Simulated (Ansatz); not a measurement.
## KTaO₃ squeezed and stretched

A database entry relaxed whole under r2SCAN (Pm-3m):

```
K Ta O
1.0
     3.98958    0.00000    0.00000
     0.00000    3.98958    0.00000
     0.00000    0.00000    3.98958
K Ta O
1 1 3
Direct
  0.50000 0.50000 0.50000
  0.00000 0.00000 0.00000
  0.50000 0.00000 0.00000
  0.00000 0.50000 0.00000
  0.00000 0.00000 0.50000
```

The cell was scaled uniformly, its shape held, and the atoms relaxed at each volume with plane-wave PAW DFT (Ansatz 0.2.0; r2SCAN, 500 eV, 8×8×8 Γ-centred mesh, fermi-dirac occupations of width 0.020 eV; no spin, no spin-orbit coupling). One row is withheld.

| volume (Å³/atom) | energy over the lowest (meV/atom) | pressure (GPa) | gap over mesh and path (eV) |
| --- | --- | --- | --- |
| 11.938 | 33.3 | 14.84 | 2.798 |
| 12.192 | 14.2 | 9.33 | 2.746 |
| 12.446 | ? | ? | ? |
| 12.700 | 0.0 | -0.04 | 2.640 |
| 12.954 | 3.3 | -4.02 | 2.587 |
| 13.208 | 12.5 | -7.58 | 2.534 |
| 13.462 | 27.1 | -10.78 | 2.482 |

Fit the pressures of the other rows to the third-order Birch-Murnaghan form.

With f = [(V₀/V)^(2/3) − 1]/2 and P = 3B₀f(1 + 2f)^(5/2)[1 + 3(B₀′ − 4)f/2], least squares gives V₀ = 12.70 Å³ an atom, B₀ = 210 GPa and B₀′ = 4.4; the rows miss the fit by less than 0.01 GPa. The slope of the energies differs from these pressures by less than 0.05 GPa.

How does the gap move with volume?

A parabola in ln(V/V₀) through the other rows has the slope dE_g/d ln V = -2.6 eV at V₀, so by B₀ the gap moves by +13 meV a GPa: it widens under pressure.

What does the withheld row hold?

The fit gives 4.39 GPa at 12.446 Å³; the run gave 4.39 GPa and 3.4 meV an atom. Its gap is 2.693 eV, against 2.693 eV from the parabola.

Caveats: the shape of the cell was held; 0 K, fixed nuclei; the symmetry was kept, and this need not be the phase that is stable at 0 K; one mesh for all volumes; r2SCAN gaps lie as a rule under measured ones; the slope of the gap can be off by tens of per cent, more where shallow d levels or spin-orbit coupling act on the edges; pressure is positive in compression.
